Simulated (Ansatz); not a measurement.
**MnZn₃ (Pm-3m): electronic heat capacity from the density of states**

Level of theory: DFT r2SCAN, scalar-relativistic, plane waves, PAW (Ansatz).

Plane waves to 500 eV, a k mesh through Γ of 12×12×12 on the computed 4-atom cell and Gaussian smearing (0.10 eV); collinear spin from starting moments 3.96 0 0 0 μB.

Relaxed cell: Pm-3m, a = 3.812 Å, b = 3.812 Å, c = 3.812 Å, α = 90.00°, β = 90.00°, γ = 90.00°, 4 atoms in the primitive cell. Whether it is the stable form of this composition wasn't checked.

The density of states at the Fermi level is 1.967 states/eV in the cell of 4 atoms (1 formula unit; both spins, tetrahedra on a 18×18×18 mesh). The run ends with a moment of 3.30 μB a cell (largest on a site 3.60 μB), and the figure is for this state; a paramagnetic sample can have a quite different one. Another magnetic order, if the compound takes it, can change N(E_F) and the shape of the cell a good deal.

Problem. What Sommerfeld coefficient does this give?

Solution. Per formula unit N(E_F) = 1.967 states/eV. γ = (π²/3) k_B² N(E_F) N_A = 2.357 mJ/(mol K²) per state/eV, so γ = 4.6 mJ/(mol K²), a mole of formula units. This is the bare band result: a measured γ of the same phase and magnetic order is as a rule larger by a factor 1 + λ from phonons and spin fluctuations. N(E_F) at one energy is sensitive to the mesh where the density of states has sharp peaks.

The state reached may not be the lowest one. Only parallel moments were tried here.

Only this magnetic start was tried.